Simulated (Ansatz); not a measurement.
In₃GaSbAs₃: computed property card

In3GaSbAs3:
Space group Pmm2 (No. 25); a = 4.3666 Å, b = 4.3835 Å, c = 12.4181 Å, α = β = γ = 90.00°

```json
[
 {"atom": "In", "site": "1a", "symmetry": "mm2", "x": "0.0000", "y": "0.0000", "z": "0.9957"},
 {"atom": "As", "site": "1b", "symmetry": "mm2", "x": "0.0000", "y": "0.5000", "z": "0.8715"},
 {"atom": "In", "site": "1d", "symmetry": "mm2", "x": "0.5000", "y": "0.5000", "z": "0.7462"},
 {"atom": "As", "site": "1c", "symmetry": "mm2", "x": "0.5000", "y": "0.0000", "z": "0.6222"},
 {"atom": "In", "site": "1a", "symmetry": "mm2", "x": "0.0000", "y": "0.0000", "z": "0.4972"},
 {"atom": "As", "site": "1b", "symmetry": "mm2", "x": "0.0000", "y": "0.5000", "z": "0.3721"},
 {"atom": "Ga", "site": "1d", "symmetry": "mm2", "x": "0.5000", "y": "0.5000", "z": "0.2632"},
 {"atom": "Sb", "site": "1c", "symmetry": "mm2", "x": "0.5000", "y": "0.0000", "z": "0.1393"}
]
```

Space group Pmm2 (No. 25); conventional cell a = 4.367 Å, b = 4.384 Å, c = 12.418 Å, α = 90.00°, β = 90.00°, γ = 90.00°.

Method: the program Ansatz at the PBE level (PAW). The cell and atoms are relaxed at this level. Other levels are named where they apply.

Cell and energy:

```
Property                                                       Value
-----------------------------------------------------  -------------
Volume per atom                                             29.71 Å³
Density                                                   5.31 g/cm³
Formation energy from the elements (no fitted shifts)  -0.21 eV/atom
```

Electronic structure:

```
Quantity                                                                                                   Result
------------------------------------  ---------------------------------------------------------------------------
Electronic character                  no gap, with almost no states at the Fermi level (zero-gap or semimetallic)
Density of states at the Fermi level                                 0.00 states/eV per atom (mean over ±0.08 eV)
```

The start of the workflow was typed in or built on a structure type; neither database checked (COD, Materials Project) lists it. Whether it is the stable phase at ambient conditions was not checked. Symmetry was held in the PBE relaxation; its stability against distortions is not shown here. The references are the lowest solids computed at this level, not always the standard phases. Spin–orbit coupling is left out wherever it is not named.

Potentials: the earlier of the program's two PAW sets.
